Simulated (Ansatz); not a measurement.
Hf (hcp, Mg type)

```
Hf
1.0
    3.19784     0.00000     0.00000
   -1.59892     2.76941     0.00000
    0.00000     0.00000     5.04744
Hf
2
Direct
  0.33333   0.66667   0.75000
  0.66667   0.33333   0.25000
```

The volume is varied about the relaxed value V₀ at fixed cell shape. Symmetry pins the atoms to their sites.

These are r2SCAN (plane waves to 500 eV, PAW, scalar-relativistic; Ansatz, a first-principles code) values and carry that method's errors. k mesh 17×17×9 (Γ-centred), Fermi-Dirac smearing 0.05 eV. Compression counts positive. Hf is run without spin polarisation. Hf was relaxed with its symmetry unable to fall. Spin-orbit coupling is left out, though Hf is heavy. The PAW data are Ansatz's earlier set.

At one point of the scan the stress tensor (GPa) is:

```
   17.3      0.0      0.0
    0.0     17.3      0.0
    0.0      0.0     17.7
```

Task: Which point is it?
A) V/V₀ = 0.840
B) V/V₀ = 0.880
C) V/V₀ = 0.960
D) V/V₀ = 0.920

Result: B, V/V₀ = 0.880

(A scan under strain: stresses follow from slopes of the energy per volume, elastic moduli from its curvatures.)
